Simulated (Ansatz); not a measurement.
The start is a relaxed Ti3Al cell shaken by Gaussian noise of σ = 0.08 Å a coordinate. The structure is fully relaxed (lattice and positions, P = 0) with r2SCAN (plane waves to 500 eV, PAW, scalar-relativistic; Ansatz, a first-principles code). First-step values are on the input's coarse k-mesh.

Ansatz input (later rounds restart from its end on a renewed k-mesh):
Ansatz 0.2 input:
```yaml
crystal:
  lattice:
    - [5.7474401391, 0, 0]
    - [-2.8737200696, 4.9774291672, 0]
    - [0, 0, 4.6316122387]
  atoms:
    - { symbol: Ti, position: [0.8457415432, 0.6818598727, 0.2655502012] }
    - { symbol: Ti, position: [0.1648802974, 0.8202979629, 0.7285939431] }
    - { symbol: Ti, position: [0.3395220667, 0.1777182902, 0.2815513835] }
    - { symbol: Ti, position: [0.1616527836, 0.3233832597, 0.7656869682] }
    - { symbol: Ti, position: [0.860251407, 0.1932133253, 0.2508757407] }
    - { symbol: Ti, position: [0.6509664588, 0.807204351, 0.7258184458] }
    - { symbol: Al, position: [0.3295852287, 0.6723420283, 0.249884399] }
    - { symbol: Al, position: [0.6823142972, 0.3463392901, 0.7351817104] }
basis: { ecutwfc: 500, ecutrho_ratio: 4, xc_grid: 4, fft_grid_basis: typed }
kpoints: { mp_grid: { grid: [7, 7, 7] } }
hamiltonian:
  xc: r2scan
  dispersion: none
  pseudopotentials: { azcp: { folder: ./paw }, kind: paw }
scf: { occupations: { method: fermi_dirac, width: 0.05 } }
relax: { f_tol: 0.01, max_steps: 100, cell: { stress_tol: 0.02 } }
output: { forces: true, stress: true }
```

### Question
What is the largest force in the starting geometry, and on which atom (counted from 1)?

### Answer
1.41 eV/Å, on Ti6 (atoms numbered as listed).

### Question
How much energy is released per atom?

### Answer
0.07 eV/atom.

### Question
Is the parent structure recovered?

### Answer
It relaxes back to the parent, P6₃/mmc (No. 194).

### Question
How do the shortest distances between atoms change?

### Answer
The closest pairs of elements (up to four, under 3.6 Å), start → end: Ti–Ti 2.67 → 2.81 Å; Al–Ti 2.71 → 2.83 Å.

### Question
What band gap does the relaxed structure have at this level?

### Answer
Zero (metallic).

Relaxed structure:

Space group P6₃/mmc (No. 194); a = b = 5.747 Å, c = 4.632 Å, α = β = 90.00°, γ = 120.00°

```tsv
atom	site	symmetry	x	y	z
Ti	6h	mm2	0.3404	0.1702	0.2500
Al	2c	-6m2	0.3333	0.6667	0.2500
```

Final values are on a 10×10×10 k-mesh of the relaxed cell. No spin polarisation in the result.
